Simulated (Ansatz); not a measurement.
**Zn$_{3}$CdTe$_{4}$ (Pmm2) at 3 levels of theory**

One geometry, relaxed with PBE; plane waves with PAW potentials in Ansatz, scalar-relativistic unless the row names spin-orbit coupling. No spin polarisation but for the spin–orbit row. Gaps are the least over mesh and band path; pressure is positive in compression.

```xyz
8
Lattice="4.4381 0.0000 0.0000 0.0000 8.8985 0.0000 0.0000 0.0000 6.2938" Properties=species:S:1:pos:R:3 pbc="T T T"
Zn    0.0000    6.7468    0.0019
Zn    2.2190    0.0000    3.1525
Zn    0.0000    2.1517    0.0019
Cd    2.2190    4.4493    3.1519
Te    2.2190    6.7805    4.7800
Te    0.0000    0.0000    1.6211
Te    2.2190    2.1180    4.7800
Te    0.0000    4.4493    1.3921
```

```
level  cutoff (eV)  k mesh  gap (eV)  pressure (GPa)
  PBE          420   6×4×4      0.87             0.0
```

Question: What comes out on the same cell with r2SCAN, PBE with spin-orbit coupling?

Answer:
| level | cutoff (eV) | k mesh | gap (eV) | pressure (GPa) |
| --- | --- | --- | --- | --- |
| r2SCAN | 500 | 6×4×4 | 1.40 | -1.4 |
| PBE with spin-orbit coupling | 420 | 6×4×4 | 0.61 | 0.1 |

Spin-orbit coupling matters for the bands of heavy elements and enters only rows that name it.

It was reached by relaxing an invented guess, and it needn't be the stable form of this composition.
